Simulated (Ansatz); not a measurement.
YGa$_{2}$Ni in space group Cmcm (No. 63; Ga on 8f, Ni on 4c, Y on 4c) at seven volumes, the program Ansatz at the r²SCAN level (PAW), shape and atoms relaxed at each. One row is withheld.

| V (Å³/atom) | P (GPa) |
|---|---|
| 15.592 | 11.21 |
| 16.106 | ? |
| 16.620 | 3.12 |
| 17.134 | 0.00 |
| 17.648 | -2.70 |
| 18.162 | -4.99 |
| 18.676 | -6.94 |

**Question.** Fit the shown pressures and predict the withheld one.

**Answer.** P = (3/2)B₀(x^(7/2) − x^(5/2))[1 + (3/4)(B′ − 4)(x − 1)] with x = (V₀/V)^(2/3). Least squares on the six rows gives V₀ = 17.131 Å³/atom, B₀ = 96.9 GPa, B′ = 4.35. At V = 16.106, x = 1.0420 and P = 6.84 GPa. The run itself gave 6.81 GPa.

The workflow started from an entry of the Crystallography Open Database (COD). Whether it is the stable phase at ambient conditions was not checked. Symmetry was held in the r²SCAN relaxation; its stability against distortions is not shown here. The workflow began spin-polarised and lost its moments.

Potentials: the later of the program's two PAW sets.
